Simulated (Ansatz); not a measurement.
One crystal and one scan (energy against volume) at two levels, PBEsol (plane waves to 420 eV, PAW, scalar-relativistic; Ansatz, a quantum-chemistry and plane-wave program) and PBE (plane waves to 420 eV, PAW, scalar-relativistic; Ansatz), each from its own relaxed cell and on its own mesh. The cell shown is that of PBEsol.

SiO$_{2}$ (rutile)

```
CELL_PARAMETERS angstrom
      4.19456     0.00000     0.00000
      0.00000     4.19456     0.00000
      0.00000     0.00000     2.67844
ATOMIC_POSITIONS crystal
  Si 0.00000 0.00000 0.00000
  Si 0.50000 0.50000 0.50000
  O  0.30606 0.30606 0.00000
  O  0.80606 0.19394 0.50000
  O  0.19394 0.80606 0.50000
  O  0.69394 0.69394 0.00000
```

This relaxed cell (volume V₀) is scaled evenly in all directions, its shape held. The atoms relax within the cell's symmetry.

The energy includes the smearing's −TS. SiO2 was relaxed with its symmetry unable to fall. With the shape held, the modulus is that of even scaling; a crystal free to change shape is softer. Percentages come from the unrounded values.

Results of PBEsol:

| Item | Result |
|---|---|
| Lattice constant a (Å) | 4.195 |
| Lattice constant c (Å) | 2.678 |
| Relaxed volume (Å³/atom) | 7.85 |
| Bulk modulus at fixed cell shape B₀ (third-order Birch-Murnaghan fit) (GPa) | 296.9 |

**Question.** What does PBE give for the same quantities?

**Answer.** 
```tsv
quantity	PBE	PBEsol − PBE
Lattice constant a (Å)	4.236	-0.041 (-1.0 %)
Lattice constant c (Å)	2.690	-0.012 (-0.4 %)
Relaxed volume (Å³/atom)	8.05	-0.20 (-2.4 %)
Bulk modulus at fixed cell shape B₀ (third-order Birch-Murnaghan fit) (GPa)	276.9	+20.0 (+7.2 %)
```

PBEsol gives the higher value for: bulk modulus at fixed cell shape B₀. PBEsol gives the lower value for: lattice constant a; lattice constant c; relaxed volume.

(A scan under strain: stresses follow from slopes of the energy per volume, elastic moduli from its curvatures.)
